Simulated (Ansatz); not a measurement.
CdF2:
```
CELL_PARAMETERS angstrom
      0.00000     2.69196     2.69196
      2.69196     0.00000     2.69196
      2.69196     2.69196     0.00000
ATOMIC_POSITIONS crystal
  Cd 0.00000 0.00000 0.00000
  F  0.25000 0.25000 0.25000
  F  0.75000 0.75000 0.75000
```

Relaxed with PBEsol. Special points in fractions of this cell's reciprocal vectors: Γ (0.000, 0.000, 0.000); X (0.500, 0.000, 0.500); U (0.625, 0.250, 0.625); K (0.375, 0.375, 0.750); L (0.500, 0.500, 0.500); W (0.500, 0.250, 0.750).

List the band energies nearest the valence-band maximum at these points for PBEsol with spin–orbit coupling (plane waves, PAW; program Ansatz).

In eV from the valence-band maximum; about four levels below and three above (degenerate sets whole), none deeper than 8.9 eV; points with the same levels are listed once.

```tsv
k	below	above
Γ	-0.52 -0.52 -0.52 -0.52 -0.40 -0.40	2.94 2.94 12.10 12.10
X	-0.13 -0.13 -0.05 -0.05	7.92 7.92 9.48 9.48
U	-0.37 -0.37 -0.19 -0.19	7.87 7.87 10.56 10.56
L	-0.45 -0.45 -0.32 -0.32	7.09 7.09 8.96 8.96
W	-0.63 -0.63 0.00 0.00	7.99 7.99 11.26 11.26
```

Space group Fm-3m (fluorite). Symmetry was held in the PBEsol relaxation.

Potentials: the later of the program's two PAW sets.
